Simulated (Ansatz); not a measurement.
In DFT-PBE in the program Ansatz with PAW potentials, MoS2 in the trigonal phase (R3m; Mo on 3a, S on 3a, S on 3a) relaxes to a = 3.185 Å, c = 22.317 Å. Mo has 6 nearest neighbours from 2.41 Å (trigonal prismatic); S on 3a has 3 nearest neighbours from 2.41 Å (trigonal pyramidal); S on 3a has 3 nearest neighbours from 2.41 Å (trigonal pyramidal). Its formation energy from the elements is -0.89 eV/atom, with no fitted shifts.

It is gapped at this level: 1.45 eV (indirect).

The cell was relaxed with PBE under the symmetry of its start. No spin polarisation was allowed. A crystal of weakly bound layers computed without a dispersion correction: the cell and the soft elastic constants depend strongly on that. The references are the lowest solids computed at this level, not always the standard phases. Spin–orbit coupling is left out wherever it is not named.

Potentials: the later of the program's two PAW sets.
